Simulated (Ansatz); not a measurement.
SiC:
```yaml
crystal:
  lattice:
    - [3.07810, 0.00000, 0.00000]
    - [-1.53905, 2.66571, 0.00000]
    - [0.00000, 0.00000, 10.07620]
  atoms:
    - { symbol: Si, position: [0.66667, 0.33333, 0.93783] }
    - { symbol: Si, position: [0.33333, 0.66667, 0.43783] }
    - { symbol: Si, position: [0.00000, 0.00000, 0.68791] }
    - { symbol: Si, position: [0.00000, 0.00000, 0.18791] }
    - { symbol: C, position: [0.66667, 0.33333, 0.74980] }
    - { symbol: C, position: [0.33333, 0.66667, 0.24980] }
    - { symbol: C, position: [0.00000, 0.00000, 0.50045] }
    - { symbol: C, position: [0.00000, 0.00000, 0.00045] }
```

Relaxed with PBEsol. Special points in fractions of this cell's reciprocal vectors: Γ (0.000, 0.000, 0.000); M (0.500, 0.000, 0.000); K (0.333, 0.333, 0.000); A (0.000, 0.000, 0.500); L (0.500, 0.000, 0.500); H (0.333, 0.333, 0.500).

Problem. List the band energies nearest the valence-band maximum at these points for PBEsol (plane waves, PAW; program Ansatz).

Solution. In eV from the valence-band maximum; about four levels below and three above (degenerate sets whole), none deeper than 8.9 eV; points with the same levels are listed once.

```tsv
k	below	above
Γ	-0.59 -0.59 -0.05 0.00 0.00	5.02 5.60 6.22
M	-2.38 -2.23 -1.59 -1.13	2.12 2.24 4.11
K	-4.03 -2.90 -2.90 -1.68	3.86 3.86 5.10
A	-0.21 -0.21 -0.21 -0.21	5.23 5.23 6.68 6.68
L	-2.53 -2.53 -1.56 -1.56	2.53 2.53 4.11 4.11
H	-2.77 -2.77 -2.47 -2.47	3.12 3.12 6.61 6.61
```

Space group P6_3mc (4H polytype). The PBEsol relaxation kept the symmetry of its start.

Potentials: the earlier of the program's two PAW sets. The files were generated under PBE; for other functionals the program regenerates the frozen cores, and for LDA and PBEsol the local potential too.
